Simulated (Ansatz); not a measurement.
A generated cell, not matched to a known phase here, of GaB₂As: I-42d (No. 122), tI16, chalcopyrite type; a = b = 4.945 Å, c = 9.128 Å, α = β = γ = 90.00°; As 4b (0.000, 0.000, 0.500); Ga 4a (0.000, 0.000, 0.000); B 8d (0.250, 0.233, 0.375). All values below come from PBEsol (plane waves to 420 eV, PAW, scalar-relativistic; Ansatz, a program for electronic structure). Element references, the lowest calculated here: As (R-3m), Ga (Cmce), B (R-3m).

Total energies (eV/atom, σ → 0; comparable only within this code, potentials and settings):

```json
[
 {"phase": "GaB2As (I-42d)", "E (eV/atom)": "-2214.900"},
 {"phase": "As (R-3m)", "E (eV/atom)": "-4813.025"},
 {"phase": "Ga (Cmce)", "E (eV/atom)": "-3743.203"},
 {"phase": "B (R-3m)", "E (eV/atom)": "-152.668"},
 {"phase": "B6As (R-3m)", "E (eV/atom)": "-818.604"},
 {"phase": "GaAs (F-43m)", "E (eV/atom)": "-4278.429"}
]
```

Task: What is the formation energy of this I-42d form of GaB2As from the elements?

Result: E_f = -2214.900 − [1 × (-3743.203) + 2 × (-152.668) + 1 × (-4813.025)] / 4 = 0.49 eV/atom (2.0 eV per formula unit).

Task: How does this cell stand against the other phases calculated?

Result: It lies 0.70 eV/atom above their hull: GaB2As → 0.33 B6As + 0.67 GaAs + 0.33 Ga (B6As R-3m, Ga Cmce, GaAs F-43m) releases that much. A lower structure of this composition may exist.

This is the hull of the energies calculated here, no anion corrections; phases that were not calculated are missing from it. Values are rounded to 0.01 eV/atom. Not shown to be the ambient phase of their composition (a lower form may be missing, and a cell relaxed within its start's symmetry can be a saddle point): GaB2As (I-42d). The compounds carry no spin polarisation.
